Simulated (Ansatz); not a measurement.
The relaxed structure here is a generated cell of Be: the first start was made by placing the elements on the sites of a structure type, and the end was not matched to a known phase here, so it may be hypothetical. Known forms of Be include space group No. 194.

A relaxed cell of Be (Im-3m (No. 229)), relaxed on a k-mesh at least as fine as the one used below. All values below come from r2SCAN (plane waves to 500 eV, PAW, scalar-relativistic; Ansatz, an electronic-structure program). Γ-centred k-mesh 9×18×18 on the run's cell (coarser than for final values), Fermi–Dirac smearing 0.05 eV.

```
Be
1.0
   -2.49959     2.49959     2.49959
    1.24980    -1.24980     1.24980
    1.24980     1.24980    -1.24980
Be
2
Direct
  0.00000   0.00000   0.00000
  0.50000   0.00000   0.00000
```

The atoms are displaced by (Å):

| atom | ux | uy | uz |
|---|---|---|---|
| Be1 | 0.040 | 0.072 | -0.070 |
| Be2 | -0.072 | -0.044 | -0.090 |

Problem. What forces (eV/Å) and pressure result?

Solution. 
```json
[
 {"atom": "Be1", "Fx": "-0.71", "Fy": "-0.55", "Fz": "-0.56"},
 {"atom": "Be2", "Fx": "0.71", "Fy": "0.55", "Fz": "0.56"}
]
```

Pressure +1.3 GPa.

Problem. Estimate the energy cost of the displacement in the harmonic approximation and compare with the calculation.

Solution. For a harmonic well ΔE = −½ Σ F·u = 0.078 eV a cell, or 39 meV/atom. The calculated energy relative to the undisplaced cell is +0.04 eV/atom, so the harmonic estimate holds well.

The undisplaced cell is probably no minimum: from this displacement the run went on to P6₃/mmc (No. 194), 0.10 eV/atom below it.

No spin polarisation in the result.
